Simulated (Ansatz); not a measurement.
## SrTiO$_{3}$ (Pm-3m), elastic constants by finite strains: input and output

Method: LDA, all-electron LAPW in Ansatz 0.2.0, scalar-relativistic.

The cell comes from a PAW relaxation under the same functional.

Command:

```sh
ansatz run input.yaml --threads 2 --pin off --max-ram 6144MiB --backend cpu --events-out ev --progress --plain --runs-dir out
```

Input:

```yaml
crystal:
  lattice:
    - [3.85420459624, 0.0, 0.0]
    - [0.0, 3.85420459624, 0.0]
    - [0.0, 0.0, 3.85420459624]
  atoms:
    - { symbol: Sr, position: [0.5, 0.5, 0.5] }
    - { symbol: Ti, position: [0.0, 0.0, 0.0] }
    - { symbol: O, position: [0.5, 0.0, 0.0] }
    - { symbol: O, position: [0.0, 0.5, 0.0] }
    - { symbol: O, position: [0.0, 0.0, 0.5] }
kpoints:
  mp_grid: { grid: [6, 6, 6] }
scf:
  occupations: { method: fixed }
hamiltonian:
  xc: lda
  pseudopotentials: { kind: all_electron, lapw: { basis_error: 0.001 } }
elastic:
  mode: relaxed_ion
  stencil: two_point
  amplitude: 0.005
```

The program printed:

```
Warning: RAYON_NUM_THREADS=2 ignored (pool sized by the plan → 2); use --threads N
LAPW: plane waves up to 10.788 Å⁻¹, error target 1.0e-3 eV per atom; small_component_spin mean_spin; O in spheres of 0.871 Å, 8 of its electrons in bands, Dirac shells []; Ti in spheres of 0.998 Å, 20 of its electrons in bands, ...
Engine: ansatz 0.2.0, x86_64-unknown-linux-gnu
Pseudopotentials: kind: all_electron
Pseudopotential: Sr, LAPW, valence charge 28, lapw/all_electron/scalar/gaussian/Sr, Koelling and Harmon's equation, gaussian nucleus
Pseudopotential: Ti, LAPW, valence charge 20, lapw/all_electron/scalar/gaussian/Ti, Koelling and Harmon's equation, gaussian nucleus
Pseudopotential: O, LAPW, valence charge 8, lapw/all_electron/scalar/gaussian/O, Koelling and Harmon's equation, gaussian nucleus
Functional definition: SPW92
  exchange = slater_x
  correlation = pw_c
davidson cushion auto → on  (no smearing: the cushion is to keep the highest requested band from converging to the state above it; pin scf.eigensolver.cushion to override)
Crystal: 5 atoms, lattice volume = 57.254 Å³
Basis set: ecut = 443.37684407043173 eV, 1213 PW (Γ), exchange–correlation at level 2
Bands: 44, of which v1, the nominal top of the filled ones, is band 36 counted from 1 (35 counted from 0)
Symmetry: 48 space group operations
Space group: Pm-3m (ITA 221), of the structure as read, at distance tolerance 3.9e-5 Å
k-points: 20 of 216
Non-local potential: Sr, projectors of the file, none
Non-local potential: Ti, projectors of the file, none
Non-local potential: O, projectors of the file, none
Initial density: superposition of atomic densities (chi_scale 0.1, normalization cell, long waves kept (reshape's long-wave potential 0.00 eV rms))
Initial wavefunctions: plane waves of lowest kinetic energy (no species holds an atomic orbital)
Functional: x = slater, c = lda
iter 1 solved again at ethr=1.82e-2 eV; its pass at ethr=1.00e-1 eV (dr2=1.31e1 eV) is discarded
[... 110 lines left out ...]
  atom   3  O     -0.00000000     0.00000000     0.00000000
  atom   4  O     -0.00000000     0.00000000     0.00000000
  atom   5  O     -0.00000000    -0.00000000    -0.00000000
  max |Σ_I F_I| component: 4.60e-31 eV/Å
--- Stress (GPa, compression-positive) ---
        0.127392       0.000000       0.000000
        0.000000       0.127392       0.000000
        0.000000       0.000000       0.127392
  P = ⅓ Tr σ = 0.1274 GPa (1.274 kbar)
--- Elastic constants: 2 strain directions × 2 members + reference (group order 48) ---
  dense FFT box of the reference and of every strained cell: 30×30×30
  strains applied: 11, 23; error gains: componentwise 1.00 (the most a stress slope's error grows in a printed constant), spectral 1.73 (1 for all six strains in a standard setting)
  C = ∂σ_k/∂η_j (tension-positive GPa; Voigt order 11 22 33 23 13 12):
       385.172    111.005    111.005     -0.000     -0.000     -0.000
       111.005    385.172    111.005     -0.000     -0.000     -0.000
       111.005    111.005    385.172     -0.000     -0.000     -0.000
        -0.000      0.000      0.000    119.139      0.000      0.000
         0.000     -0.000     -0.000      0.000    119.139      0.000
        -0.000     -0.000      0.000      0.000     -0.000    119.139
  reference stress σ⁰ (GPa):     -0.127     -0.127     -0.127      0.000      0.000     -0.000
  no Pulay correction (none for the plane-wave cutoff is built on LAPW): the batch's stresses and constants are at fixed plane waves
  C* (energy form; C + prestress term) asymmetry max|C*_kj − C*_jk| = 2.842e-14 GPa — a small one proves nothing (zero by symmetry where the batch's group is 432, −43m or m−3m); a large one is finite-difference/SCF noise where ...
  moduli (Voigt/Reuss/Hill, GPa): K = 202.39/202.39/202.39   G = 126.32/125.72/126.02   E = 313.08   ν = 0.242
  mechanically stable: yes (min eigenvalue of sym C = 119.14 GPa)
  where every solve meets its electron count the energy-path curvature estimates C_jj along a normal strain and C_jj − ¼(σ⁰_aa + σ⁰_bb) along a shear (ab), closely only under elastic.basis: deformed
  strain η (Voigt 11):  stress-route row diagonal C_11 = 385.17 GPa, energy-path curvature d²(F+E_count)/dδ²/Ω₀ = 385.10 GPa
         δ    σ_11 (GPa)             F (eV)   n_scf  n_hpsi   n_pw
    -5.000e-3      -2.1036     -115721.1769921      12   80045   1233   relax 0 steps, max|allowed force component| 2.01e-29 eV/Å
     5.000e-3       1.7481     -115721.1775076      12   79893   1233   relax 0 steps, max|allowed force component| 7.97e-29 eV/Å
  strain η (Voigt 23):  stress-route row diagonal C_44 = 119.14 GPa, energy-path curvature d²(F+E_count)/dδ²/Ω₀ = 119.20 GPa
         δ    σ_23 (GPa)             F (eV)   n_scf  n_hpsi   n_pw
    -5.000e-3      -0.5957     -115721.1784376      11   97585   1233   relax 0 steps, max|allowed force component| 5.04e-30 eV/Å
     5.000e-3       0.5957     -115721.1784376      11   97553   1233   relax 0 steps, max|allowed force component| 3.16e-31 eV/Å
```

The calculation finished and met its thresholds.

**Strained cells**

Elastic constants of a crystal by Kohn-Sham DFT: slopes of the stress over finite engineering strains of the given cell, Voigt indices, Cartesian axes as in the input; stress of each strained cell less that at rest, tension positive.

| strain component | strain | stress xx (GPa) | stress yy (GPa) | stress zz (GPa) | stress yz (GPa) | stress xz (GPa) | stress xy (GPa) | relaxation steps |
| --- | --- | --- | --- | --- | --- | --- | --- | --- |
| xx | -0.005 | -1.976 | -0.562 | -0.562 | 0 | 0 | 0 | 0 |
| xx | 0.005 | 1.875 | 0.5481 | 0.5481 | 0 | 0 | 0 | 0 |
| yz | -0.005 | -0.0015 | -0.0025 | -0.0025 | -0.5957 | 0 | 0 | 0 |
| yz | 0.005 | -0.0015 | -0.0025 | -0.0025 | 0.5957 | 0 | 0 | 0 |

Elastic moduli:

Hill averages of a grain aggregate, Debye temperature from the mean sound speed over directions.

| Property | Result |
| --- | --- |
| Bulk modulus | 202.4 GPa |
| Shear modulus | 126 GPa |
| Young modulus | 313.1 GPa |
| Poisson ratio | 0.2422 |
| Bulk over shear modulus | 1.606 |
| Elastic anisotropy index | 0.0237 |
| Least young modulus | 298.8 GPa |
| Largest young modulus | 335.5 GPa |
| Longitudinal sound speed | 8343 m/s |
| Transverse sound speed | 4866 m/s |
| Elastic debye temperature | 712.6 K |
| Linear compressibility (x, y, z) | 1.647, 1.647, 1.647 1/TPa |
| Zener ratio | 0.8691 |
| Cauchy pressure | -8.13 GPa |

Elastic constants:

```json
{"Pressure at rest": "0.127 GPa", "Least elastic eigenvalue": "119.1 GPa", "Elastically stable": "yes"}
```

```tsv
index	elastic (GPa)
11	385.2
12	111
44	119.1
```

Caveats: cubic perovskites of this kind tilt or polarise below some temperature, which these cells can't show.

Cost: 110 s on 2 threads of Intel(R) Xeon(R) Platinum 8375C CPU @ 2.90GHz (Ice Lake), on a shared host, peak memory 0.81 GiB.
